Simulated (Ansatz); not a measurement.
Given:

Mn₃IrN:
```cif
data_IrMn3N
_chemical_formula_sum 'Ir1 Mn3 N1'
_space_group_name_H-M_alt 'P 1'
_space_group_IT_number 1
_cell_length_a 3.93041
_cell_length_b 3.93041
_cell_length_c 3.93041
_cell_angle_alpha 90.000
_cell_angle_beta 90.000
_cell_angle_gamma 90.000
loop_
_space_group_symop_operation_xyz
  'x, y, z'
loop_
_atom_site_label
_atom_site_type_symbol
_atom_site_fract_x
_atom_site_fract_y
_atom_site_fract_z
_atom_site_occupancy
Ir1 Ir 0.00000 0.00000 0.00000 1
Mn1 Mn 0.00000 0.50000 0.50000 1
Mn2 Mn 0.50000 0.00000 0.50000 1
Mn3 Mn 0.50000 0.50000 0.00000 1
N1 N 0.50000 0.50000 0.50000 1
```
The run is spin-polarised, in the one order tried: ferromagnetic.

This is the r²SCAN-relaxed structure.

All from plane-wave PAW r²SCAN (Ansatz code), unless another level is named. Estimate the Bader charges.

Ir -1.45, Mn +1.01, N -1.57 e.

Give the net moment.

2.08 μB per atom.

Space group Pm-3m (anti-perovskite). The workflow started from an entry of the Crystallography Open Database (COD). Whether it is the stable phase at ambient conditions was not checked. Symmetry was held in the r²SCAN relaxation; its stability against distortions is not shown here. Spin order of the final state: ferromagnetic, the only order run, not a proven ground state. The program gave a warning on the electronic state, which may not be the lowest. No Hubbard U is applied. For itinerant 3d metals, meta-GGAs of the SCAN family and hybrids are commonly reported to give too large moments. Spin–orbit coupling is left out wherever it is not named.

Potentials: the later of the program's two PAW sets.
